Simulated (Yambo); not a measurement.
Yambo run on SiC (2H, space group P6_3mc, No. 186). The wavefunctions are PBEsol (Quantum ESPRESSO, PseudoDojo norm-conserving, 82 Ry, without SOC) ones on a 6×6×4 mesh (8 occupied bands); a = b = 3.0762 Å, c = 5.0482 Å, α = β = 90.00°, γ = 120.00°.

Yambo input:

```
rim_cut
gw0
dyson
el_el_corr
HF_and_locXC
cohsex
em1s
RandQpts= 1000000
RandGvec= 1 Ry
EXXRLvcs= 82 Ry
VXCRLvcs= 328 Ry
Chimod= "HARTREE"
% BndsRnXs
 1 | 76 |
%
NGsBlkXs= 8 Ry
% LongDrXs
 1.0 | 1.0 | 1.0 |
%
ExtendOut
% QPkrange
 1 | 1 | 8 | 8 |
 10 | 10 | 8 | 9 |
 19 | 19 | 9 | 9 |
%
```

k points by index: 1 = Γ, 10 = M, 19 = K.

The o-*.qp file then holds:

```
#    K-point    Band    Eo [eV]    E [eV]    E-Eo [eV]    Vxc [eV]    Vnlxc [eV]    Sc|Eo [eV]    Re(Z)    Im(Z)
#
    1    8    0.000000    -2.911811    -2.911811    -14.88112    -17.47861    -0.314319    1.000000    0.000000
    10    8    -1.203187    -4.200730    -2.997543    -14.39191    -17.48935    0.099899    1.000000    0.000000
    10    9    2.655746    1.468930    -1.186816    -10.70445    -6.133297    -5.757973    1.000000    0.000000
    19    9    2.123045    0.861096    -1.261949    -10.07395    -5.711278    -5.624619    1.000000    0.000000
```
(The two width columns are left out.) Convergence of these settings isn't established.

Geometry relaxed with PBEsol.
